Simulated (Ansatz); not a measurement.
Input and output for Zr (diamond type): DFT, LDA, all-electron LAPW, scalar-relativistic (Ansatz 0.2.0). This run: diamond relaxed under pressure.

The cell comes from a relaxation on PAW files under the same functional, begun from a prototype that needn't be the stable phase.

Command: `ansatz run input.yaml --threads 1 --pin off --max-ram 3584MiB --backend cpu --events-out ev --progress --plain --runs-dir out` It took 30 s on 1 thread of Intel(R) Xeon(R) 6975P-C (Granite Rapids), on a shared host, peak memory 0.48 GiB.

```yaml
crystal:
  lattice:
    - [0.0, 2.7997788411, 2.7997788411]
    - [2.7997788411, 0.0, 2.7997788411]
    - [2.7997788411, 2.7997788411, 0.0]
  atoms:
    - { symbol: Zr, position: [-0.125, -0.125, -0.125] }
    - { symbol: Zr, position: [0.125, 0.125, 0.125] }
kpoints:
  mp_grid: { grid: [12, 12, 12] }
scf:
  occupations: { method: fermi_dirac, width: 0.1 }
hamiltonian:
  xc: lda
  pseudopotentials: { kind: all_electron, lapw: { basis_error: 0.0005 } }
output:
  forces: true
  stress: true
  eigenvalues: true
relax:
  f_tol: 0.005
  max_steps: 12
  cell: { p_target: 15.0, stress_tol: 0.03 }
```

Output:

```
The last accepted step is kept in <dir> (removed where the run ends without a failure and the disk answers)
LAPW: plane waves up to 9.317 Å⁻¹, error target 5.0e-4 eV per atom; small_component_spin mean_spin; Zr in spheres of 1.176 Å, 30 of its electrons in bands, Dirac shells [] (how accurate: hamiltonian.pseudopotentials.lapw.basis_error, Limitations)
Engine: ansatz 0.2.0
Pseudopotentials: kind: all_electron
Pseudopotential: Zr, LAPW, valence charge 30, lapw/all_electron/scalar/gaussian/Zr, Koelling and Harmon's equation, gaussian nucleus
Functional definition: SPW92
  exchange = slater_x
  correlation = pw_c
Crystal: 2 atoms, lattice volume = 43.894 Å³
Basis set: ecut = 330.74479281380303 eV, 609 PW (Γ), exchange–correlation at level 2
Bands: 36, of which v1, the nominal top of the filled ones, is band 30 counted from 1 (29 counted from 0)
Symmetry: 48 space group operations
Space group: Fd-3m (ITA 227), of the structure as read, at distance tolerance 3.5e-5 Å
k-points: 72 of 1728
Non-local potential: Zr, projectors of the file, none
Initial density: superposition of atomic densities (chi_scale 0.1, normalization cell)
Initial wavefunctions: plane waves of lowest kinetic energy (no species holds an atomic orbital)
Functional: x = slater, c = lda
iter 1 solved again at ethr=1.39e-3 eV; its pass at ethr=1.00e-1 eV (dr2=8.34e-1 eV) is discarded
SCF iter   1: F=—  HF=-195636.960448 eV  |F-HF|=—  |Δ(HF+E_count)|=         —  Δρ=3.20e-2  dr2=8.36e-1  ethr=1.39e-3  ⟨swp⟩=2.0  Hψ=16724  notcnv=0
preconditioner: auto → Kerker (q_TF=auto, 2.874 Å⁻¹)  [metal: Δε(μ)=0.018 eV  Ē_g=4.393 eV  σ=0.100 eV  W_gap=0.05  n_scr=14 (ndim 8)  ℏωp=15.9 eV  f_vac=0.000  D(μ)=3.65/eV (n_scr^D=50)]
SCF iter   2: F=—  HF=-195636.783557 eV  |F-HF|=—  |Δ(HF+E_count)|=   1.77e-1  Δρ=2.25e-2  dr2=4.53e-1  ethr=1.39e-3  ⟨swp⟩=2.0  Hψ=7630  notcnv=0
iter 3 solved again at ethr=2.99e-5 eV; its pass at ethr=7.55e-4 eV (dr2=1.80e-2 eV) is discarded
SCF iter   3: F=—  HF=-195636.623781 eV  |F-HF|=—  |Δ(HF+E_count)|=   1.60e-1  Δρ=4.84e-3  dr2=1.80e-2  ethr=2.99e-5  ⟨swp⟩=2.0  Hψ=13144  notcnv=0
SCF iter   4: F=—  HF=-195636.623318 eV  |F-HF|=—  |Δ(HF+E_count)|=         —  Δρ=3.16e-3  dr2=1.01e-2  ethr=2.99e-5  ⟨swp⟩=2.0  Hψ=7308  notcnv=0
the basis was enlarged: its passes take 179.2 KiB over the memory plan, 1 of 1 planned eigensolver slots
SCF iter   5: F=—  HF=-195636.618011 eV  |F-HF|=—  |Δ(HF+E_count)|=   5.31e-3  Δρ=8.83e-4  dr2=3.14e-4  ethr=1.68e-5  ⟨swp⟩=3.0  Hψ=7676  notcnv=0
SCF iter   6: F=—  HF=-195636.618063 eV  |F-HF|=—  |Δ(HF+E_count)|=   5.19e-5  Δρ=2.71e-4  dr2=2.42e-5  ethr=5.23e-7  ⟨swp⟩=2.0  Hψ=7308  notcnv=0
SCF iter   7: F=—  HF=-195636.618063 eV  |F-HF|=—  |Δ(HF+E_count)|=   4.87e-8  Δρ=4.71e-5  dr2=7.01e-7  ethr=4.03e-8  ⟨swp⟩=2.4  Hψ=7340  notcnv=0
SCF iter   8: F=—  HF=-195636.618063 eV  |F-HF|=—  |Δ(HF+E_count)|=   4.03e-7  Δρ=1.85e-5  dr2=1.31e-7  ethr=1.17e-9  ⟨swp⟩=3.0  Hψ=7419  notcnv=0
SCF iter   9: F=-195636.618063 eV  HF=-195636.618063 eV  |F-HF|=3.20e-10  |Δ(HF+E_count)|=   2.33e-8  Δρ=1.90e-6  dr2=8.40e-10  ethr=2.18e-10  ⟨swp⟩=3.0  Hψ=7415  notcnv=0
SCF 1 converged in 9 iterations: F = -195636.618063 eV  dr2 = 8.40e-10
relax step   1: F+E_penalty+E_count = -195636.61806334 eV  Δ(F+E_penalty+E_count) = +0.000e0 eV  max|allowed force component| = 1.295e-16 eV/Å  Δτ_max = 0.0000 Å  P = +15.067 GPa  Ω = 43.894 Å³  (9 SCF iters, accepted)
Crystal: 2 atoms, lattice volume = 43.925 Å³
Basis set: ecut = 330.5869499778586 eV, 609 PW (Γ), exchange–correlation at level 2
Initial density: handed on by an earlier stage of this run
Initial wavefunctions: those handed on with the density
iter 1 solved again at ethr=4.63e-10 eV; its pass at ethr=1.00e-1 eV (dr2=2.78e-7 eV) is discarded
SCF iter   1: F=—  HF=-195636.621013 eV  |F-HF|=—  |Δ(HF+E_count)|=         —  Δρ=2.70e-5  dr2=6.43e-7  ethr=4.63e-10  ⟨swp⟩=5.0  Hψ=13265  notcnv=0
preconditioner: auto → LDOS  [metal: Δε(μ)=0.006 eV  Ē_g=4.444 eV  σ=0.100 eV  W_gap=0.02  n_scr=14 (ndim 8)  ℏωp=15.8 eV  f_vac=0.015  D(μ)=3.64/eV (n_scr^D=50)  β→1.0]
SCF iter   2: F=-195636.621013 eV  HF=-195636.621013 eV  |F-HF|=2.81e-8  |Δ(HF+E_count)|=   2.10e-7  Δρ=1.10e-5  dr2=4.49e-8  ethr=4.63e-10  ⟨swp⟩=3.0  Hψ=7686  notcnv=0
SCF 2 converged in 2 iterations: F = -195636.621013 eV  dr2 = 4.49e-8
relax step   2: F+E_penalty+E_count = -195636.62101291 eV  Δ(F+E_penalty+E_count) = -2.950e-3 eV  max|allowed force component| = 2.961e-16 eV/Å  Δτ_max = 0.0000 Å  P = +14.996 GPa  Ω = 43.925 Å³  (2 SCF iters, accepted)
iter 1 solved again at ethr=7.68e-11 eV; its pass at ethr=1.00e-1 eV (dr2=4.61e-8 eV) is discarded
SCF iter   1: F=—  HF=-195636.621013 eV  |F-HF|=—  |Δ(HF+E_count)|=         —  Δρ=9.41e-6  dr2=4.61e-8  ethr=7.68e-11  ⟨swp⟩=3.0  Hψ=12126  notcnv=0
preconditioner: auto → LDOS  [metal: Δε(μ)=0.006 eV  Ē_g=4.443 eV  σ=0.100 eV  W_gap=0.02  n_scr=14 (ndim 8)  ℏωp=15.8 eV  f_vac=0.015  D(μ)=3.64/eV (n_scr^D=50)  β→1.0]
iter 2 solved again at ethr=5.62e-12 eV; its pass at ethr=7.68e-11 eV (dr2=3.37e-9 eV) is discarded
SCF iter   2: F=-195636.621013 eV  HF=-195636.621013 eV  |F-HF|=1.11e-9  |Δ(HF+E_count)|=   8.76e-9  Δρ=3.06e-6  dr2=3.37e-9  ethr=6.51e-12 (applied; sched 5.62e-12)  ⟨swp⟩=2.0  Hψ=13109  notcnv=0
SCF 3 converged in 2 iterations: F = -195636.621013 eV  dr2 = 3.37e-9
relax step   3: F+E_penalty+E_count = -195636.62101291 eV  Δ(F+E_penalty+E_count) = -4.278e-9 eV  max|allowed force component| = 4.626e-16 eV/Å  Δτ_max = 0.0000 Å  P = +14.995 GPa  Ω = 43.925 Å³  stress off target by 4.66e-3 GPa  SCF on the basis re-selected at this cell (its energy is not comparable with the rows above)  (2 SCF iters)
basis re-selected at this cell: Δ(F+E_penalty+E_count) = -4.278e-9 eV, ΔP = -0.001 GPa vs the last step (what re-selecting the basis moved, after the strain that the cell walked since its last selection, with what the two solves' SCF thresholds leave and, on support functions, any second-order correction that the steps lacked; it is no measure of the basis error at this ecutwfc). This SCF's stress stands 4.66e-3 GPa from its target on what of the cell is left free (relax.cell.stress_tol is 3.00e-2 GPa) and its largest allowed force component is 4.63e-16 eV/Å (relax.f_tol is 5.00e-3 eV/Å): within both
SCF converged after 2 iterations
Free energy (F): -195636.621013 eV
Harris-Foulkes:  -195636.621013 eV  (|F-HF|=1.11e-9)
Internal energy: -195636.503047 eV  (E = F + TS)
E sigma→0 (E₀):  -195636.562030 eV
Entropy (-TS):   -0.117966 eV (-58.983 meV/atom)
Fermi energy:    16.095301 eV
--- Per-component energies (eV) ---
  E_band       = -8237.232848
  E_kinetic    = 202023.748829
  E_xc         = -6014.194471
  E_electrostatic = -391646.057404  (all electrons and nuclei)
  E_smearing   = -0.117966  (= −TS)
  E_closure    = 0.000000  (closes the sum)
  E_atoms      = -195625.569354  (free atoms, spherical and without spin; not in F)
  Σ components = -195636.621013   (vs F -195636.621013, Δ=0.00e0)
  Basis errors (estimates in eV, not in F): energy 2.4e-4 per atom: plane waves 2.2e-4 (1.3e-4 summed), levels above the bands 2.7e-28, relativity 1.9e-8, radial functions 2.1e-5, core shells 4.3e-12; eigenvalues (radial functions only) 2.0e-7; not estimated: angular momenta, meshes, grids; target (lapw.basis_error) 5.0e-4; muffin-tin radii Zr 1.176 Å
--- Forces (eV/Å), atoms counted from 1 ---
  atom   1  Zr    -0.00000000    -0.00000000    -0.00000000
  atom   2  Zr     0.00000000     0.00000000     0.00000000
  max |Σ_I F_I| component: 1.85e-16 eV/Å
--- Stress (GPa, compression-positive) ---
       14.995337       0.000000      -0.000000
        0.000000      14.995337       0.000000
       -0.000000       0.000000      14.995337
  P = ⅓ Tr σ = 14.9953 GPa (149.953 kbar)
--- Band table (eV; the first three rows and the last of 72) ---
  k-point 0: bands = ["-380.7039", "-380.7039", "-294.2982", "-294.2982", "-294.2982", "-294.2982", "-294.2982", "-294.2982", "-152.0928", "-152.0928", "-152.0928", "-152.0923", "-152.0923", "-152.0923", "-152.0875", "-152.0875", "-152.0873", "-152.0873", "-33.0506", "-31.3694", "-11.6115", "-11.6115", "-11.6115", "-9.5067", "-9.5067", "-9.5067", "11.4282", "14.2510", "14.2510", "16.0933", "16.0933", "16.0933", "19.0651", "19.0651", "19.0651", "23.7568"]
  k-point 1: bands = ["-380.7039", "-380.7039", "-294.2982", "-294.2982", "-294.2982", "-294.2982", "-294.2982", "-294.2982", "-152.0928", "-152.0928", "-152.0928", "-152.0923", "-152.0923", "-152.0923", "-152.0875", "-152.0875", "-152.0873", "-152.0873", "-33.0310", "-31.3931", "-11.6329", "-11.6329", "-11.6134", "-9.4982", "-9.4805", "-9.4805", "11.5750", "14.1757", "14.1757", "16.0652", "16.2533", "16.2533", "18.7464", "19.0077", "19.0077", "23.7096"]
  k-point 2: bands = ["-380.7039", "-380.7039", "-294.2982", "-294.2982", "-294.2982", "-294.2982", "-294.2982", "-294.2982", "-152.0928", "-152.0928", "-152.0928", "-152.0923", "-152.0923", "-152.0923", "-152.0875", "-152.0875", "-152.0873", "-152.0873", "-32.9746", "-31.4609", "-11.6889", "-11.6889", "-11.6202", "-9.4723", "-9.4114", "-9.4114", "11.9864", "14.0536", "14.0536", "16.0194", "16.5402", "16.5402", "17.9640", "18.9357", "18.9357", "23.5699"]
  k-point 71: bands = ["-380.7039", "-380.7039", "-294.2982", "-294.2982", "-294.2982", "-294.2982", "-294.2982", "-294.2982", "-152.0929", "-152.0929", "-152.0926", "-152.0926", "-152.0923", "-152.0923", "-152.0874", "-152.0874", "-152.0874", "-152.0874", "-32.2509", "-32.2509", "-12.1934", "-12.1934", "-10.4955", "-10.4955", "-8.8140", "-8.8140", "12.8438", "12.8438", "15.9661", "15.9661", "17.6761", "17.6761", "17.7810", "17.7810", "22.1660", "22.1660"]
--- Relaxed structure (2 steps of the walk, 2 accepted, 1 SCFs on fresh bases) ---
  F+E_penalty+E_count = -195636.62101291 eV   max|allowed force component| = 4.626e-16 eV/Å   (the final SCF, on the basis selected at the relaxed cell)
  cell:  # Å, volume = 43.9250 Å³
    - [-5.6049092361851485e-34, 2.800447155887184, 2.800447155887184]
    - [2.800447155887184, -4.0762976263164716e-34, 2.800447155887184]
    - [2.800447155887184, 2.800447155887184, -2.5476860164477946e-34]
  atoms:
    - { symbol: Zr, position: [-0.125, -0.125, -0.125] }
    - { symbol: Zr, position: [0.125, 0.125, 0.125] }
```
